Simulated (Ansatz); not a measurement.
Theory: Ansatz, DFT PBE, scalar-relativistic, plane waves, PAW. All cells share a 420 eV cutoff and Γ-centred k meshes spaced about 0.3 Å⁻¹ or finer (0.25 for metals, 2π included). No spin polarisation.

These are static total energies at zero pressure.

Compare these two cells of ScAl3As4, each relaxed at this level.

A. Space group I-42m (No. 121), tetragonal, a = 5.835 Å, c = 11.670 Å. Around Sc lie 4 As at 2.63 Å; Al on a site of symmetry -4 is surrounded by 4 As at 2.50 Å; Al on a site of symmetry -42m is surrounded by 4 As at 2.48 Å; As has 3 Al at 2.48–2.50 Å and 1 Sc at 2.63 Å.

B. Space group P3m1 (No. 156), trigonal, a = 4.009 Å, c = 13.412 Å. Sc is surrounded by 3 As at 2.62 Å, 3 As at 3.09 Å and 1 Al at 3.12 Å; around Al on its first site lie 4 As at 2.45–2.55 Å and 1 Sc at 3.12 Å; Al on its second site is surrounded by 4 As at 2.45–2.47 Å; Al on its third site is surrounded by 4 As at 2.43–2.47 Å; As on its first site has 3 Al at 2.55 Å and 3 Sc at 3.09 Å; 3 more sites not described.

Task: Which would you expect to be lower, and how large is the difference?

Result: B is lower, by 46 meV/atom. A has Sc and Al ordered on zinc blende sites, space group I-42m (No. 121), 24.8 Å³/atom and a gap of 1.61 eV on its mesh; B has space group P3m1 (No. 156), 23.3 Å³/atom and a gap of 0.81 eV. Counting As atoms around Al and Sc (those within 1.25 times the shortest such distance or 1.15 times the sum of covalent radii, 1.27 where that leaves under three; a plus sign parts nearer from farther groups), A has Sc 4, Al 4 and B has Sc 3+3, Al 4. The denser one is the lower, and pressure would at first widen the difference. Both come from trial cells of a structure search.

Kohn–Sham gaps at this level usually fall short of measured ones. With atoms moved at random, B came back. A had no clear such test and can be a saddle point.
